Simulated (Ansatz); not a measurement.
SrPd₅ in space group P6/mmm (No. 191; Pd on 2c, Pd on 3g, Sr on 1a) under volume change, the program Ansatz at the r²SCAN level (PAW), shape and atoms relaxed at each volume.

| V (Å³/atom) | E − E(relaxed) (meV/atom) | P (GPa) |
|---|---|---|
| 16.886 | 68.0 | 14.36 |
| 17.443 | 28.3 | 8.66 |
| 17.999 | 6.6 | 3.94 |
| 18.556 | 0.0 | 0.01 |
| 19.113 | 5.8 | -3.25 |
| 19.669 | 21.9 | -5.94 |
| 20.226 | 46.5 | -8.15 |

Q: What does a third-order Birch–Murnaghan fit give for V₀, B₀ and B′?

A: V₀ = 18.56 Å³/atom, B₀ = 119 GPa, B′ = 5.2.

The workflow started from an entry of the Crystallography Open Database (COD). Its standing as an ambient phase is unchecked. Symmetry was held in the r²SCAN relaxation; whether a distortion lowers the energy is not shown. The run is not spin-polarised.

Potentials: the later of the program's two PAW sets.
